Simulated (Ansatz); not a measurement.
Polymorphs of SiBCN, each relaxed with DFT-PBEsol in the program Ansatz with PAW potentials:

A: P3m1
a = 2.8617 Å, b = 2.8617 Å, c = 4.6350 Å, α = 90.00°, β = 90.00°, γ = 120.00°

```json
[
 {"atom": "B", "site": "1b", "symmetry": "3m.", "x": "0.3333", "y": "0.6667", "z": "0.4914"},
 {"atom": "Si", "site": "1c", "symmetry": "3m.", "x": "0.6667", "y": "0.3333", "z": "0.0017"},
 {"atom": "C", "site": "1b", "symmetry": "3m.", "x": "0.3333", "y": "0.6667", "z": "0.1459"},
 {"atom": "N", "site": "1c", "symmetry": "3m.", "x": "0.6667", "y": "0.3333", "z": "0.6110"}
]
```

B: R3m
a = 2.830 Å, b = 2.830 Å, c = 13.926 Å, α = 90.00°, β = 90.00°, γ = 120.00°

```tsv
atom	site	symmetry	x	y	z
B	3a	3m	0.0000	0.0000	0.9943
N	3a	3m	0.0000	0.0000	0.1187
Si	3a	3m	0.0000	0.0000	0.5042
C	3a	3m	0.0000	0.0000	0.6328
```

Q: Rank these by energy per atom at 0 K (lowest first), as PBEsol gives it.

A: B (+0 meV/atom), A (+32 meV/atom)

Q: Give each one's gap.

A: A 2.40 eV; B 0.14 eV.

Typed or built starts, not in the databases checked: A; B. All cells were relaxed under the symmetry of their starts (and spin orders); stability against distortions was not tested throughout.

Energies hold the estimated change up to a 700 eV cutoff; steps of a few meV lie near the error of the meshes.

Potentials: the earlier of the program's two PAW sets. The files were generated under PBE; for other functionals the program regenerates the frozen cores, and for LDA and PBEsol the local potential too.
